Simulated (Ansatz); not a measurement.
Here is the system:

GaP:
```
CELL_PARAMETERS angstrom
      3.89924     0.00000     0.00000
     -1.94962     3.37684     0.00000
      0.00000     0.00000     8.58478
ATOMIC_POSITIONS crystal
  Ga 0.50065 0.00000 0.66667
  Ga 0.00000 0.50065 0.33333
  Ga 0.49935 0.49935 0.00000
  P  0.50026 0.00000 0.16667
  P  0.00000 0.50026 0.83333
  P  0.49974 0.49974 0.50000
```

This is the PBE-relaxed structure.

Question: All from plane-wave PAW PBE (Ansatz code), unless another level is named. Give the band gap.

Answer: 0.25 eV (indirect).

Question: What about the formation energy from the elements (no fitted shifts)?

Answer: -0.20 eV/atom.

Question: And the weight of the conduction-edge state by species (Voronoi cells)?

Answer: Ga 53 %, P 47 %.

Space group P6_222. A made-up cell: these elements were put on the sites of a structure type; neither database checked (COD, Materials Project) lists it. It is not the phase usual at ambient conditions (space group No. 216). The PBE relaxation kept the symmetry of its start; its stability against distortions is not shown here. The references are the lowest solids computed at this level, not always the standard phases. Spin–orbit coupling is left out wherever it is not named.

Potentials: the later of the program's two PAW sets.
